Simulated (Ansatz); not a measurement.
Relaxation of a relaxed MgB2 cell stretched uniformly to 150 % of its volume; 3 atoms in the cell, which starts as P6/mmm (No. 191), hP3; a = 3.5192 Å, b = 3.5192 Å, c = 4.0380 Å, α = 90.00°, β = 90.00°, γ = 120.00°. Method: PBE (plane waves to 420 eV, PAW, scalar-relativistic; Ansatz, a quantum-chemistry and plane-wave program). Γ-centred k-mesh 8×8×6 on the run's cell (coarser than for final values), Fermi–Dirac smearing 0.05 eV. This is the first round of the run. 

The optimiser's lines from the output (shortened; P is positive under compression):

```
relax step   1: F+E_penalty+E_count = -2234.22988212 eV  Δ(F+E_penalty+E_count) = +0.000e0 eV  max|allowed force component| = 3.022e-16 eV/Å  Δτ_max = 0.0000 Å  P = -28.851 GPa  Ω = 43.311 Å³  (6 SCF iters, dr2 threshold 1.00e-7 eV, accepted)
relax step   2: F+E_penalty+E_count = -2235.19638256 eV  Δ(F+E_penalty+E_count) = -9.665e-1 eV  max|allowed force component| = 2.899e-16 eV/Å  Δτ_max = 0.0000 Å  P = -24.377 GPa  Ω = 37.723 Å³  (6 SCF iters, dr2 threshold 3.00e-7 eV, accepted)
relax step   3: F+E_penalty+E_count = -2235.84942097 eV  Δ(F+E_penalty+E_count) = -6.530e-1 eV  max|allowed force component| = 1.850e-16 eV/Å  Δτ_max = 0.0000 Å  P = -13.595 GPa  Ω = 32.498 Å³  (6 SCF iters, dr2 threshold 3.00e-7 eV, accepted)
relax step   4: F+E_penalty+E_count = -2236.01826107 eV  Δ(F+E_penalty+E_count) = -1.688e-1 eV  max|allowed force component| = 1.850e-17 eV/Å  Δτ_max = 0.0000 Å  P = +1.300 GPa  Ω = 28.679 Å³  (5 SCF iters, dr2 threshold 3.00e-7 eV, accepted)
relax step   5: F+E_penalty+E_count = -2236.01989533 eV  Δ(F+E_penalty+E_count) = -1.634e-3 eV  max|allowed force component| = 2.005e-16 eV/Å  Δτ_max = 0.0000 Å  P = -0.192 GPa  Ω = 28.857 Å³  (4 SCF iters, dr2 threshold 3.00e-7 eV, accepted)
relax step   6: F+E_penalty+E_count = -2236.02014737 eV  Δ(F+E_penalty+E_count) = -2.520e-4 eV  max|allowed force component| = 2.313e-16 eV/Å  Δτ_max = 0.0000 Å  P = -0.068 GPa  Ω = 28.872 Å³  (3 SCF iters, dr2 threshold 3.00e-7 eV, accepted)
relax step   7: F+E_penalty+E_count = -2236.02017439 eV  Δ(F+E_penalty+E_count) = -2.703e-5 eV  max|allowed force component| = 2.683e-16 eV/Å  Δτ_max = 0.0000 Å  P = -0.005 GPa  Ω = 28.854 Å³  (3 SCF iters, dr2 threshold 8.38e-8 eV, accepted)
relax step   8: F+E_penalty+E_count = -2236.01698961 eV  Δ(F+E_penalty+E_count) = +3.185e-3 eV  max|allowed force component| = 3.084e-16 eV/Å  Δτ_max = 0.0000 Å  P = -0.094 GPa  Ω = 28.854 Å³  stress off target by 1.05e-1 GPa  SCF on the basis re-selected at this cell (its energy is not comparable with the rows above)  (6 SCF iters)
relax step   9: F+E_penalty+E_count = -2236.01701788 eV  Δ(F+E_penalty+E_count) = -2.828e-5 eV  max|allowed force component| = 1.881e-16 eV/Å  Δτ_max = 0.0000 Å  P = +0.001 GPa  Ω = 28.834 Å³  (3 SCF iters, dr2 threshold 2.74e-8 eV, accepted)
relax step  10: F+E_penalty+E_count = -2236.01698470 eV  Δ(F+E_penalty+E_count) = +3.319e-5 eV  max|allowed force component| = 2.035e-16 eV/Å  Δτ_max = 0.0000 Å  P = +0.001 GPa  Ω = 28.834 Å³  stress off target by 1.75e-3 GPa  SCF on the basis re-selected at this cell (its energy is not comparable with the rows above)  (5 SCF iters)
```

From the first to the last row the energy changes by -0.60 eV/atom and the volume by -33.4 %. The last row is marked as not comparable with the walk above it, whose basis was carried along; it does compare with step 1, since both stand on a basis selected at the nominal cutoff for their own cell.

Later rounds, restarted from the end of this one on a renewed k-mesh, logged 9 more steps and released under 0.01 eV/atom more. The final structure after all rounds: P6/mmm (No. 191), hP3, AFLOW prototype AB2_hP3_191_a_d (C32, as in AlB2); a = b = 3.074 Å, c = 3.528 Å, α = β = 90.00°, γ = 120.00°. Between re-selections the logged energies stand on a plane-wave basis carried along with the cell. No spin polarisation in the result.

The run could not lose the symmetry of its start.

All atoms sit on sites fixed by symmetry, so only the cell could relax.
